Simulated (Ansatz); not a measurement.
ZrCu$_{5}$:
```cif
data_Cu20Zr4
_chemical_formula_sum 'Cu20 Zr4'
_space_group_name_H-M_alt 'F-43m'
_space_group_IT_number 216
_space_group_name_Hall 'F -4 2 3'
_cell_length_a 6.82457
_cell_length_b 6.82457
_cell_length_c 6.82457
_cell_angle_alpha 90.000
_cell_angle_beta 90.000
_cell_angle_gamma 90.000
loop_
_atom_site_label
_atom_site_type_symbol
_atom_site_symmetry_multiplicity
_atom_site_Wyckoff_symbol
_atom_site_fract_x
_atom_site_fract_y
_atom_site_fract_z
_atom_site_occupancy
Cu1 Cu 4 c 0.25000 0.25000 0.25000 1
Cu2 Cu 16 e 0.62412 0.62412 0.62412 1
Zr1 Zr 4 a 0.00000 0.00000 0.00000 1
```
(The calculation used a cell of 6 atoms; values per cell refer to that cell.)

Relaxed with r²SCAN.

Question: Tabulate the valence density and the electron localisation function along the shortest Cu–Cu contact (2.40 Å), r²SCAN in the plane-wave PAW code Ansatz.

Answer: 

| distance from Cu (Å) | density (e/Å³) | ELF |
|---|---|---|
| 0.24 | 40.10 | 0.81 |
| 0.36 | 21.09 | 0.60 |
| 0.48 | 9.50 | 0.38 |
| 0.60 | 4.05 | 0.26 |
| 0.72 | 1.79 | 0.21 |
| 0.84 | 0.85 | 0.19 |
| 0.96 | 0.49 | 0.18 |
| 1.08 | 0.39 | 0.21 |
| 1.20 | 0.36 | 0.23 |
| 1.32 | 0.39 | 0.21 |
| 1.44 | 0.49 | 0.18 |
| 1.56 | 0.85 | 0.19 |
| 1.68 | 1.79 | 0.21 |
| 1.80 | 4.05 | 0.26 |
| 1.92 | 9.50 | 0.38 |
| 2.04 | 21.09 | 0.60 |
| 2.16 | 40.10 | 0.81 |

The density is the valence pseudo-density with augmentation charge, so density and ELF within about 1 Å of a nucleus are not all-electron values.

The workflow started from an entry of the Crystallography Open Database (COD). Whether it is the stable phase at ambient conditions was not checked. Symmetry was held in the r²SCAN relaxation; its stability against distortions is not shown here. The run is not spin-polarised.

Potentials: the later of the program's two PAW sets.
